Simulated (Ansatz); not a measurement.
The relaxed structure here is a generated cell of TiAl3: the first start was made by a random draw of sites in a space group, and the end was not matched to a known phase here, so it may be hypothetical. Known forms of TiAl3 include space group No. 139.

A relaxed structure of TiAl3. Method: r2SCAN (plane waves to 500 eV, PAW, scalar-relativistic; Ansatz, an electronic-structure program).

```xyz
4
Lattice="4.7469 0.0000 0.0000 0.0000 4.9769 0.0000 0.0000 0.0000 4.9781" Properties=species:S:1:pos:R:3 pbc="T T T"
Al     2.3735     2.4884     0.0000
Al     0.0000     2.4884     2.4890
Al     0.0000     2.4884     0.0000
Ti     2.3735     0.0000     0.0000
```

Q: Determine the symmetry and give the standard cell with its independent sites.

A: Space group Pmmm (No. 47); a = 4.747 Å, b = 4.977 Å, c = 4.978 Å, α = 90.00°, β = 90.00°, γ = 90.00°

```json
[
 {"atom": "Al", "site": "1f", "symmetry": "mmm", "x": "0.5000", "y": "0.5000", "z": "0.0000"},
 {"atom": "Al", "site": "1g", "symmetry": "mmm", "x": "0.0000", "y": "0.5000", "z": "0.5000"},
 {"atom": "Al", "site": "1e", "symmetry": "mmm", "x": "0.0000", "y": "0.5000", "z": "0.0000"},
 {"atom": "Ti", "site": "1b", "symmetry": "mmm", "x": "0.5000", "y": "0.0000", "z": "0.0000"}
]
```

Q: Give the shortest distances between elements (the closest pairs, up to four, under 3.6 Å).

A: Al–Al 2.37 Å; Al–Ti 2.49 Å.

The volume per atom is 29.40 Å³ and the band gap is no gap (metallic).

No spin polarisation in the result. A magnetic state may lie lower.

The run could not lower the symmetry of its start; a shaken copy of this end point relaxes with r2SCAN to Pm-3m (No. 221), 1.78 eV/atom lower.
